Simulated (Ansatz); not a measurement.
**Relaxation path: bcc W (110), 5 layers**

DFT, PBE, PAW with Ansatz's default frozen-core files, scalar-relativistic (Ansatz 0.2.0); a Γ-centred 13×13×1 k mesh, Fermi–Dirac smearing of 0.1 eV, no spin polarisation. The run relaxes the atoms in the fixed cell.

Command: `ansatz run input.yaml --threads 2 --pin off --max-ram 4096MiB --backend cpu --events-out ev --progress --plain --runs-dir out` It took 110 s on 2 threads of Intel(R) Xeon(R) Platinum 8488C (Sapphire Rapids), with other jobs on the host, peak memory 0.67 GiB.

```yaml
crystal:
  lattice:
    - [2.7570193923, 0.0, 0.0]
    - [-0.9190064641, 2.5993428109, 0.0]
    - [0.0, 0.0, 25.0044]
  atoms:
    - { symbol: W, position: [0.0, 0.0, 0.3199439375] }
    - { symbol: W, position: [0.5, 0.5, 0.4099719685] }
    - { symbol: W, position: [0.0, 0.0, 0.5] }
    - { symbol: W, position: [0.5, 0.5, 0.5900280315] }
    - { symbol: W, position: [0.0, 0.0, 0.6800560625] }
kpoints:
  mp_grid: { grid: [13, 13, 1] }
scf:
  occupations: { method: fermi_dirac, width: 0.1 }
hamiltonian:
  xc: pbe
  pseudopotentials: { kind: paw }
output:
  forces: true
  stress: true
  eigenvalues: true
relax:
  f_tol: 0.01
  max_steps: 40
efield:
  axis: 3
  amplitude: 0
  dipole_correction: true
```

Each step lists its free energy a cell above the last geometry, and Cartesian positions (Å) with forces (eV/Å).

The first step:

```
step 1  dF = 51.29 meV
  W 0.0000 0.0000 8.0000   0.0000 0.0000 0.6255
  W 0.9190 1.2997 10.2511   0.0000 0.0000 -0.6353
  W 0.0000 0.0000 12.5022   0.0000 0.0000 0.0000
  W 0.9190 1.2997 14.7533   0.0000 0.0000 0.6353
  W 0.0000 0.0000 17.0044   0.0000 0.0000 -0.6255
```

Spin–orbit coupling is left out, which matters for the heavy atoms.

Where does the relaxation end, and by which steps?

After 6 geometries, with a shortest distance of 2.693 Å. The further steps:
```
step 2  dF = 220.03 meV  (not accepted)
  W 0.0000 0.0000 8.1941   0.0000 0.0000 -1.5608
  W 0.9190 1.2997 10.2172   0.0000 0.0000 1.6818
  W 0.0000 0.0000 12.5022   0.0000 0.0000 0.0000
  W 0.9190 1.2997 14.7872   0.0000 0.0000 -1.6818
  W 0.0000 0.0000 16.8103   0.0000 0.0000 1.5608
step 3  dF = 5.56 meV
  W 0.0000 0.0000 8.0945   0.0000 0.0000 -0.2226
  W 0.9190 1.2997 10.2412   0.0000 0.0000 0.2355
  W 0.0000 0.0000 12.5022   0.0000 0.0000 0.0000
  W 0.9190 1.2997 14.7632   0.0000 0.0000 -0.2355
  W 0.0000 0.0000 16.9099   0.0000 0.0000 0.2226
step 4  dF = 0.04 meV
  W 0.0000 0.0000 8.0751   0.0000 0.0000 -0.0165
  W 0.9190 1.2997 10.2449   0.0000 0.0000 0.0114
  W 0.0000 0.0000 12.5022   0.0000 0.0000 0.0000
  W 0.9190 1.2997 14.7595   0.0000 0.0000 -0.0114
  W 0.0000 0.0000 16.9293   0.0000 0.0000 0.0165
step 5  dF = 0.03 meV
  W 0.0000 0.0000 8.0707   0.0000 0.0000 0.0031
  W 0.9190 1.2997 10.2426   0.0000 0.0000 0.0143
  W 0.0000 0.0000 12.5022   0.0000 0.0000 0.0000
  W 0.9190 1.2997 14.7618   0.0000 0.0000 -0.0143
  W 0.0000 0.0000 16.9337   0.0000 0.0000 -0.0031
step 6  dF = 0.00 meV
  W 0.0000 0.0000 8.0727   0.0000 0.0000 -0.0002
  W 0.9190 1.2997 10.2444   0.0000 0.0000 0.0004
  W 0.0000 0.0000 12.5022   0.0000 0.0000 0.0000
  W 0.9190 1.2997 14.7600   0.0000 0.0000 -0.0004
  W 0.0000 0.0000 16.9317   0.0000 0.0000 0.0002
```
